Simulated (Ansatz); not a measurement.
An Ansatz input:

```yaml
crystal:
  lattice:
    - [2.9034463404, 0.0, 0.0]
    - [0.0, 2.9034463404, 0.0]
    - [0.0, 0.0, 2.9034463404]
  atoms:
    - { symbol: Hf, position: [0.0, 0.0, 0.0] }
hamiltonian:
  xc: pbesol
  pseudopotentials:
    kind: paw
    azcp:
      Hf: "pseudopotentials/Hf.paw.azcp"
basis:
  ecutwfc: 420
  fft_grid_basis: typed
kpoints:
  mp_grid: { grid: [12, 12, 12], shift: [0, 0, 0] }
magnetization:
  spin_polarized: false
scf:
  occupations: { method: fermi_dirac, width: 0.1 }
  lower_state_search: "off"
output:
  stress: true
```

and its output:

```
Warning: the record states the generating functional pbe (its physics header spells it `PBE`), which answers neither for hamiltonian.xc's functional nor for the pbesol family's — results may be inconsistent (PPs are generated against a specific XC)
Engine: ansatz 0.2.0, aarch64-unknown-linux-gnu
Pseudopotentials: kind: paw
Pseudopotential: Hf, paw, valence charge 26, recommended cutoff 420 eV (normal) 
Functional definition: PBEsol
  exchange = pbesol_x
  correlation = pbesol_c
Crystal: 1 atoms, lattice volume = 24.476 Å³
Basis set: ecut = 420 eV, 461 PW (Γ)
Bands: 17, of which v1, the nominal top of the filled ones, is band 13 counted from 1 (12 counted from 0)
Symmetry: 48 space group operations
Space group: Pm-3m (ITA 221), of the structure as read, at distance tolerance 2.9e-5 Å
k-points: 84 of 1728
Non-local potential: Hf, projectors of the file, l = 0: 3, l = 1: 2, l = 2: 2, l = 3: 3
PAW form: soft (Blöchl's): semilocal exchange-correlation on the pseudo side does not see the compensation charge
PAW frozen core: Hf, regenerated for the run's functional, and the local potential with it (the file was generated under x = pbe(κ = 0.804, μ = 0.2195149727645171), c = pbe(β = 0.06672455060314922))
PAW one-centre angular grid: Hf, 590 points (default); XC on 64 Gauss nodes
Initial density: superposition of atomic densities (neutral atoms: chi_scale 0, normalization atom), corrected by the library's trained network
Initial wavefunctions: pseudopotential atomic-orbital guess
Functional: x = pbesol(κ = 0.804, μ = 0.12345679012345678), c = pbesol(β = 0.046)
SCF iter   1: F=—  HF=-15596.957482 eV  |F-HF|=—  |Δ(HF+E_count)|=         —  Δρ=3.92e-3  dr2=2.67e-3  ethr=1.77e-3  ⟨swp⟩=5.0  Hψ=6227  notcnv=0
SCF iter   2: F=—  HF=-15596.957592 eV  |F-HF|=—  |Δ(HF+E_count)|=   1.10e-4  Δρ=2.52e-3  dr2=1.37e-3  ethr=1.03e-5  ⟨swp⟩=1.4  Hψ=2172  notcnv=0
SCF iter   3: F=—  HF=-15596.957552 eV  |F-HF|=—  |Δ(HF+E_count)|=   3.96e-5  Δρ=3.19e-4  dr2=1.84e-5  ethr=5.26e-6  ⟨swp⟩=2.0  Hψ=2165  notcnv=0
SCF iter   4: F=—  HF=-15596.957478 eV  |F-HF|=—  |Δ(HF+E_count)|=   7.39e-5  Δρ=2.76e-4  dr2=9.79e-6  ethr=7.06e-8  ⟨swp⟩=3.2  Hψ=3038  notcnv=0
SCF iter   5: F=—  HF=-15596.957488 eV  |F-HF|=—  |Δ(HF+E_count)|=   9.34e-6  Δρ=7.28e-5  dr2=1.19e-6  ethr=3.77e-8  ⟨swp⟩=2.0  Hψ=2543  notcnv=0
SCF iter   6: F=-15596.957488 eV  HF=-15596.957488 eV  |F-HF|=3.03e-9  |Δ(HF+E_count)|=   4.50e-8  Δρ=4.07e-6  dr2=1.13e-9  ethr=3.85e-10  ⟨swp⟩=3.9  Hψ=7166  notcnv=0
SCF 1 converged in 6 iterations: F = -15596.957488 eV  dr2 = 1.13e-9
SCF converged after 6 iterations
Free energy (F): -15596.957488 eV
Harris-Foulkes:  -15596.957488 eV  (|F-HF|=3.03e-9)
Internal energy: -15596.902119 eV  (E = F + TS)
E sigma→0 (E₀):  -15596.929803 eV
Entropy (-TS):   -0.055369 eV (-55.369 meV/atom)
Fermi energy:    17.412441 eV
--- Per-component energies (eV) ---
  E_band       = -21.050449
  E_kinetic    = 426.531155
  E_local      = -5488.093916  (includes V_loc(G=0)·N_el)
  E_nonlocal   = -1238.540058
  E_hartree    = 2563.688165
  E_xc         = -297.767091
  E_vxc        = -265.967929  (∫ρ·V_xc dr)
  E_paw        = -6807.777381  (= ΣΔE_a)
  E_vpaw       = 1417.642706  (= ΣTr[D̂ρ^β])
  E_aug_tail   = -0.000001  (compensation charges beyond the density's cutoff)
  E_ewald      = -4756.194083
  E_core_change = 1.251092  (= ΣΔE_core)
  E_smearing   = -0.055369  (= −TS)
  E_closure    = 0.000000  (closes the sum)
  Σ components = -15596.957488   (vs F -15596.957488, Δ=0.00e0)
--- Stress (GPa, compression-positive) ---
       -2.677030      -0.000000       0.000000
       -0.000000      -2.677030       0.000000
       -0.000000       0.000000      -2.677030
  P = ⅓ Tr σ = -2.6770 GPa (-26.770 kbar)
```
